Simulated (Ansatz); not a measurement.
Zone-centre phonons of CdF2 at 5.4 GPa: input and output

These are results of DFT LDA, scalar-relativistic, plane waves, PAW in Ansatz, not measurements.

Launched with:
```bash
ansatz run input.yaml --threads 1 --pin off --max-ram 2560MiB --backend cpu --events-out ev --progress --plain --runs-dir out
```

Input (bare energies are in eV):
```yaml
crystal:
  lattice:
    - [0.0, 2.6146, 2.6146]
    - [2.6146, 0.0, 2.6146]
    - [2.6146, 2.6146, 0.0]
  atoms:
    - { symbol: Cd, position: [0.0, 0.0, 0.0] }
    - { symbol: F, position: [0.25, 0.25, 0.25] }
    - { symbol: F, position: [0.75, 0.75, 0.75] }
basis:
  ecutwfc: 420
kpoints:
  mp_grid: { grid: [8, 8, 8] }
hamiltonian:
  xc: lda
scf:
  occupations: { method: fixed }
output:
  eigenvalues: true
phonons:
  method: dfpt
  dielectric: true
  rigid_motions: translations
  raman: true
  eigenvectors: true
```

Results section of the output:
```
--- Phonons (Γ-DFPT): 2 representative perturbations + reference, on 95 of 512 k-points (Σ response iterations 8) ---
  k mesh reduced under 4 symmetry operations, with k and −k counted as one. Each operation leaves every solved perturbation unchanged. A smaller set is not considered because the run solves the response ...
  ASR residual: 2.968e-5 → 0.000e0 eV/Å²; symmetrization residual: 8.409e-7 eV/Å²
  ASR residual per site (eV/Å²): 1.53e-5 2.97e-5 2.97e-5
  Γ frequencies (cm⁻¹): 0.00 0.00 0.00 263.92 263.92 263.92 342.10 342.10 342.10
  ε∞ (high-frequency dielectric tensor):
        2.927534     0.000000     0.000000
        0.000000     2.927534     0.000000
        0.000000     0.000000     2.927534
  ε⁰ (static dielectric tensor: ions relaxed, cell fixed):
        7.104258     0.000000    -0.000000
        0.000000     7.104258     0.000000
       -0.000000     0.000000     7.104258
  ε⁰ − ε∞ (ionic part):
        4.176724     0.000000    -0.000000
        0.000000     4.176724     0.000000
       -0.000000     0.000000     4.176724
  softest optical mode at Γ: 263.92 cm⁻¹; the repairs (sum rule, projections) moved no ω² at Γ by more than (0.73 cm⁻¹)²
  Born effective charges Z* (e; rows j = field, columns β = displacement):
    site 0:
         2.44985   -0.00000   -0.00000
         0.00000    2.44985    0.00000
         0.00000   -0.00000    2.44985
    site 1:
        -1.22492    0.00000    0.00000
        -0.00000   -1.22492   -0.00000
         0.00000    0.00000   -1.22492
    site 2:
        -1.22492    0.00000    0.00000
        -0.00000   -1.22492   -0.00000
         0.00000    0.00000   -1.22492
  Z* charge neutrality: 2.540e-5 e pre-enforcement
  k-mesh period / interband length: 29.6 Å / 1.31 Å = 22.52 at k = (0.0000, 0.0000, 0.0000), direct gap 3.480 eV — 14 or more, which is no proof of convergence
  Raman tensors (in the event stream and the table raman_tensors.tsv): an entry may err by 6.7e-3 Å², one of the second-order susceptibility by 1.4e-20 pm/V (basis, points and sum rule); their sum over the sites missed zero by 2.220e-16 Å² ...
  optical modes at Γ without the LO–TO term, one row a degenerate level:
      ω (cm⁻¹) modes IR ((D/Å)²/amu) static Raman (Å⁴/amu) depolarisation
        263.92      3            14.6276                 0.0000               —
        342.10      3             0.0000                 4.6713           0.750
  optical modes at Γ + LO–TO along q̂ = [1.0000, 0.0000, 0.0000]:
      ω (cm⁻¹) modes IR ((D/Å)²/amu) static Raman (Å⁴/amu) depolarisation
        263.92      2             9.7517                 0.0000               —
        342.10      3             0.0000                 4.6713           0.750
        411.12      1             4.8759                 0.0000               —
  optical modes at Γ + LO–TO along q̂ = [0.0000, 1.0000, 0.0000]:
      ω (cm⁻¹) modes IR ((D/Å)²/amu) static Raman (Å⁴/amu) depolarisation
        263.92      2             9.7517                 0.0000               —
        342.10      3             0.0000                 4.6713           0.750
        411.12      1             4.8759                 0.0000               —
  optical modes at Γ + LO–TO along q̂ = [0.0000, 0.0000, 1.0000]:
      ω (cm⁻¹) modes IR ((D/Å)²/amu) static Raman (Å⁴/amu) depolarisation
        263.92      2             9.7517                 0.0000               —
        342.10      3             0.0000                 4.6713           0.750
        411.12      1             4.8759                 0.0000               —
```

It took 9.9 min on 1 thread of Intel(R) Xeon(R) Processor @ 2.50GHz (Skylake/Cascade Lake) (shared host), peak memory 1.1 GiB.

The cell is the ideal cubic fluorite prototype.